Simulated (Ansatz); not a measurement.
Consider the following.

Lu:
```yaml
crystal:
  lattice:
    - [3.50709, 0.00000, 0.00000]
    - [-1.75355, 3.03723, 0.00000]
    - [0.00000, 0.00000, 5.45864]
  atoms:
    - { symbol: Lu, position: [0.33333, 0.66667, 0.75000] }
    - { symbol: Lu, position: [0.66667, 0.33333, 0.25000] }
```

This is the PBE-relaxed structure. Cartesian axes are those of the cell as given.

### Question
All from DFT-PBE in the program Ansatz with PAW potentials, unless another level is named. Give the Hill bulk and shear moduli.

### Answer
46.5 and 32.1 GPa.

### Question
Give the elastic constants (relaxed ions, GPa).

### Answer
C11 = 90.6, C12 = 28.8, C13 = 21.8, C33 = 92.8, C44 = 31.3.

Space group P6_3/mmc (hcp (Mg type)). Symmetry was held in the PBE relaxation. As this level gives no gap, shear constants depend on the k-mesh and smearing (Fermi–Dirac, 0.1 eV here). On the denser mesh and wider smearing of the elastic run this cell carries a stress of 0.4 GPa. Spin–orbit coupling is left out wherever it is not named.

Potentials: the later of the program's two PAW sets.
